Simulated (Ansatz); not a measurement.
Computed properties of Nb

Nb:
```cif
data_Nb4
_chemical_formula_sum 'Nb4'
_space_group_name_H-M_alt 'Fm-3m'
_space_group_IT_number 225
_space_group_name_Hall '-F 4 2 3'
_cell_length_a 4.20656
_cell_length_b 4.20656
_cell_length_c 4.20656
_cell_angle_alpha 90.000
_cell_angle_beta 90.000
_cell_angle_gamma 90.000
loop_
_atom_site_label
_atom_site_type_symbol
_atom_site_symmetry_multiplicity
_atom_site_Wyckoff_symbol
_atom_site_fract_x
_atom_site_fract_y
_atom_site_fract_z
_atom_site_occupancy
Nb1 Nb 4 a 0.00000 0.00000 0.00000 1
```
(The calculation used a cell of 1 atom; values per cell refer to that cell.)

Space group Fm-3m (No. 225), fcc (Cu type); conventional cell a = b = c = 4.207 Å, α = β = γ = 90.00°.

Method: DFT-r²SCAN+D4 in the program Ansatz with PAW potentials. Structure relaxed to zero pressure with the same functional. Other levels are named where they apply.

### Cell and energy

```
Quantity              Value
---------------  ----------
Volume per atom    18.61 Å³
Density          8.29 g/cm³
```

### Electronic structure

```
Quantity                                                                   Result
------------------------------------  -------------------------------------------
Electronic character                                            metallic (no gap)
Density of states at the Fermi level  1.3 states/eV per atom (mean over ±0.08 eV)
```

### Mechanics

```
Quantity                                                               Result
-------------------------------------  --------------------------------------
Bulk modulus (Birch–Murnaghan fit)                                    169 GPa
Pressure derivative B′                                                    3.5
Elastic constants (relaxed ions, GPa)     C11 = -23.7, C12 = 266, C44 = -49.8
Mechanical stability                   unstable (C has a negative eigenvalue)
```

The workflow started from an entry of the Crystallography Open Database (COD), which files this formula under 2 space groups. It is not the phase usual at ambient conditions (space group No. 229). The r²SCAN+D4 relaxation kept the symmetry of its start. No spin polarisation was allowed. The pairwise dispersion correction was not fitted to metals. As this level gives no gap, shear constants depend on the k-mesh and smearing (Fermi–Dirac, 0.1 eV here). Scalar-relativistic: spin–orbit coupling is off unless named, which matters more the heavier the elements.

Potentials: the later of the program's two PAW sets.
